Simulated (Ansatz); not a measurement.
Geometry optimisation in Ansatz: input, command and trajectory.

```yaml
crystal:
  lattice:
    - [1.862849609, 1.0755167232, 3.2591224227]
    - [-1.862849609, 1.0755167232, 3.2591224227]
    - [0.0, -2.1510334464, 3.2591224226]
  atoms:
    - { symbol: As, position: [0.7684123109, 0.7684123109, 0.7684123109] }
    - { symbol: As, position: [0.2315876891, 0.2315876891, 0.2315876891] }
basis:
  ecutwfc: 420
kpoints:
  mp_grid: { grid: [12, 12, 12] }
hamiltonian:
  xc: pbesol
scf:
  occupations: { method: gaussian, width: 0.1 }
output:
  forces: true
  stress: true
  eigenvalues: true
relax:
  adjacent_minimum: "off"
  f_tol: 0.01
  max_steps: 30
  cell: { stress_tol: 0.1, fix: [volume] }
```

```bash
ansatz run input.yaml --threads 1 --pin off --max-ram 2560MiB --backend cpu --events-out ev --progress --plain --runs-dir out
```

Theory: DFT PBEsol, scalar-relativistic, plane waves, PAW (Ansatz).

The volume is held at 0.94 times that of the relaxed cell.

Of 4 frames 3 are shown, positions in Å and forces in eV/Å; the SCF threshold varies from step to step. Steps run on the plane waves of an earlier cell, with a Pulay correction in the pressure. The basis is chosen afresh for the last frame, the zero of the energies, and at times for earlier ones too; energy and pressure step there, also at an unchanged geometry.

```xyz
2
Lattice="1.8628 1.0755 3.2591 -1.8628 1.0755 3.2591 0.0000 -2.1510 3.2591" Properties=species:S:1:pos:R:3:forces:R:3 pbc="T T T" step=1 free_energy_over_end_meV_per_atom=1.58 pressure_GPa=4.78
As    0.0000    0.0000    7.5130    0.0000    0.0000   -0.1876
As    0.0000    0.0000    2.2643    0.0000    0.0000    0.1876
2
Lattice="1.8671 1.0780 3.2442 -1.8671 1.0780 3.2442 0.0000 -2.1560 3.2442" Properties=species:S:1:pos:R:3:forces:R:3 pbc="T T T" step=2 free_energy_over_end_meV_per_atom=0.08 pressure_GPa=4.06
As    0.0000    0.0000    7.4653    0.0000    0.0000    0.0007
As    0.0000    0.0000    2.2672    0.0000    0.0000   -0.0007
2
Lattice="1.8711 1.0803 3.2306 -1.8711 1.0803 3.2306 0.0000 -2.1605 3.2306" Properties=species:S:1:pos:R:3:forces:R:3 pbc="T T T" step=4 free_energy_over_end_meV_per_atom=0.00 pressure_GPa=3.95
As    0.0000    0.0000    7.4333    0.0000    0.0000   -0.0055
As    0.0000    0.0000    2.2584    0.0000    0.0000    0.0055
```

The run took 76 s on 1 thread of Intel(R) Xeon(R) Processor @ 2.50GHz (Skylake/Cascade Lake), on a shared host, peak memory 0.44 GiB.